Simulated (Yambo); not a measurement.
Yambo run on HgO (space group P3_121, No. 152). The wavefunctions are PBEsol (pw.x of Quantum ESPRESSO, ONCV potentials, no spin-orbit coupling) ones on a 3×3×1 mesh (39 occupied bands); a = 3.651 Å, b = 3.651 Å, c = 8.829 Å, α = 90.00°, β = 90.00°, γ = 120.00°.

Yambo input:

```
rim_cut
gw0
dyson
el_el_corr
HF_and_locXC
ppa
em1d
RandQpts= 1000000
RandGvec= 1 Ry
EXXRLvcs= 84 Ry
VXCRLvcs= 336 Ry
Chimod= "HARTREE"
% BndsRnXp
 13 | 164 |
%
NGsBlkXp= 7 Ry
% LongDrXp
 1.0 | 1.0 | 1.0 |
%
PPAPntXp= 55 eV
% GbndRnge
 1 | 164 |
%
GTermKind= "BG"
DysSolver= "n"
ExtendOut
% QPkrange
 1 | 1 | 39 | 40 |
%
```

k points by index: 1 = Γ.

Resulting energies as the program prints them:

```
#    K-point    Band    Eo [eV]    E [eV]    E-Eo [eV]    Vxc [eV]    Vnlxc [eV]    Sc|Eo [eV]    Sc|E [eV]    dSc/dw|Eo [eV]    Re(Z)    Im(Z)
#
    1    39    0.000000    -0.354785    -0.354785    -20.54693    -25.65536    4.661627    4.753642    -7.055424    0.794102    -0.001093
    1    40    1.469241    2.219165    0.749924    -20.62674    -18.28054    -1.429350    -1.596283    -6.057032    0.817933    -0.920117E-3
```
(The two width columns are left out.) Convergence of these settings isn't established.

Geometry relaxed with PBE+D3(BJ).

The structure is a Materials Project entry; no match was found in the copy of COD used, and its stability was not checked.
